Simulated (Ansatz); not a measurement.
## Relaxing rhenium (diamond)

Theory: DFT, BLYP, plane waves (420 eV) with PAW, scalar-relativistic (Ansatz). (PAW data from PBE, frozen cores regenerated.)

k-point mesh 10×10×10, Fermi-Dirac smearing 0.1 eV, no spin polarisation. Cell and atoms relax.

Starting structure:

```yaml
crystal:
  lattice:
    - [0.0, 2.7082441576, 2.7082441576]
    - [2.7082441576, 0.0, 2.7082441576]
    - [2.7082441576, 2.7082441576, 0.0]
  atoms:
    - { symbol: Re, position: [0.125, 0.125, 0.125] }
    - { symbol: Re, position: [0.875, 0.875, 0.875] }
hamiltonian:
  xc: blyp
  pseudopotentials:
    kind: paw
    azcp:
      Re: "pseudopotentials/Re.paw.azcp"
basis:
  ecutwfc: 420
  fft_grid_basis: typed
kpoints:
  mp_grid: { grid: [10, 10, 10], shift: [0, 0, 0] }
magnetization:
  spin_polarized: false
scf:
  occupations: { method: fermi_dirac, width: 0.1 }
relax:
  max_steps: 60
  f_tol: 0.01
  cell: {}
```

Problem. What cell does the relaxation end in?

Solution. Fd-3m with a = 5.725 Å; 23.45 Å³ per atom against 19.86 at the start (18.1 %).

Problem. How much energy does the relaxation gain?

Solution. 367.8 meV per atom.

Path of the relaxation (the plane waves are chosen anew near the end, which can shift the energy a little):

```
step  E − E(final) (meV/atom)  V (Å³/atom)  P (GPa)  max force (eV/Å)
   0                   367.82       19.864    37.96             0.000
   1                     8.60       22.913     3.85             0.000
   2                     2.94       23.317     0.84             0.000
   3                     2.69       23.432     0.03             0.000
   4                     0.00       23.432     0.13             0.000
   5                     0.01       23.451     0.00             0.000
   6                     0.00       23.451     0.00             0.000
```
